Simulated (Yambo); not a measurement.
# How GW settings move the gap: GaP

G0W0@LDA for GaP (zinc blende, space group F-43m, No. 216) in Yambo. Reference settings: 4×4×4 Γ-centred k mesh, 151 bands and a 14 Ry block in the screening, 151 bands in G with the Bruneval-Gonze terminator, plasmon pole fitted at 27.2 eV. The LDA gap Γ → X on this mesh is 1.44 eV; G0W0 gaps are taken between the same points.

```json
[
 {"change from the reference": "reference settings", "G0W0 gap Γ → X (eV)": "2.29", "shift of the valence edge (eV)": "-0.69", "rough Yambo cost": "1"},
 {"change from the reference": "50 bands in W, 50 bands in G", "G0W0 gap Γ → X (eV)": "2.23", "shift of the valence edge (eV)": "-0.49", "rough Yambo cost": "about 1/3"},
 {"change from the reference": "78 bands in W, 78 bands in G", "G0W0 gap Γ → X (eV)": "2.26", "shift of the valence edge (eV)": "-0.59", "rough Yambo cost": "about 1/2"},
 {"change from the reference": "wavefunctions cut at 10 Ry", "G0W0 gap Γ → X (eV)": "2.24", "shift of the valence edge (eV)": "-0.68", "rough Yambo cost": "within a factor of two"},
 {"change from the reference": "exchange cut at 40 Ry", "G0W0 gap Γ → X (eV)": "2.29", "shift of the valence edge (eV)": "-0.66", "rough Yambo cost": "–"},
 {"change from the reference": "exchange cut at 5 Ry", "G0W0 gap Γ → X (eV)": "2.21", "shift of the valence edge (eV)": "-0.30", "rough Yambo cost": "–"},
 {"change from the reference": "exchange cut at 10 Ry", "G0W0 gap Γ → X (eV)": "2.27", "shift of the valence edge (eV)": "-0.50", "rough Yambo cost": "–"},
 {"change from the reference": "114 bands in W, 114 bands in G, 5 Ry block", "G0W0 gap Γ → X (eV)": "2.12", "shift of the valence edge (eV)": "-0.46", "rough Yambo cost": "about 1/4"},
 {"change from the reference": "2 Ry block", "G0W0 gap Γ → X (eV)": "1.86", "shift of the valence edge (eV)": "-0.15", "rough Yambo cost": "about 1/3"},
 {"change from the reference": "5 Ry block", "G0W0 gap Γ → X (eV)": "2.13", "shift of the valence edge (eV)": "-0.47", "rough Yambo cost": "about 1/3"},
 {"change from the reference": "114 bands in W, 114 bands in G, 8 Ry block", "G0W0 gap Γ → X (eV)": "2.24", "shift of the valence edge (eV)": "-0.61", "rough Yambo cost": "about 1/3"},
 {"change from the reference": "8 Ry block", "G0W0 gap Γ → X (eV)": "2.25", "shift of the valence edge (eV)": "-0.63", "rough Yambo cost": "about 1/2"},
 {"change from the reference": "28 bands in W, 28 bands in G, 5 Ry block, no terminator", "G0W0 gap Γ → X (eV)": "2.05", "shift of the valence edge (eV)": "0.10", "rough Yambo cost": "about 1/20"},
 {"change from the reference": "50 bands in W, 50 bands in G, 5 Ry block, no terminator", "G0W0 gap Γ → X (eV)": "2.08", "shift of the valence edge (eV)": "-0.21", "rough Yambo cost": "about 1/9"},
 {"change from the reference": "114 bands in W, 114 bands in G, no terminator", "G0W0 gap Γ → X (eV)": "2.25", "shift of the valence edge (eV)": "-0.57", "rough Yambo cost": "within a factor of two"}
]
```

The reference isn't shown to be the converged limit. Costs are rough (shared machines), scaled to the same edge states, and given only for runs that recompute the screening.

Spin-orbit splittings are left out.

The standard potential for Ga keeps a d shell in the valence without the s and p states of that shell. In tests on such compounds this moved G0W0 gaps by up to about 0.9 eV, so absolute quasiparticle energies here are unreliable; differences between settings are what counts.

Geometry relaxed with LDA; primitive cell a = 3.8099 Å, b = 3.8099 Å, c = 3.8099 Å, α = 60.00°, β = 60.00°, γ = 60.00°.

A shift is the quasiparticle energy of the state minus its LDA energy.
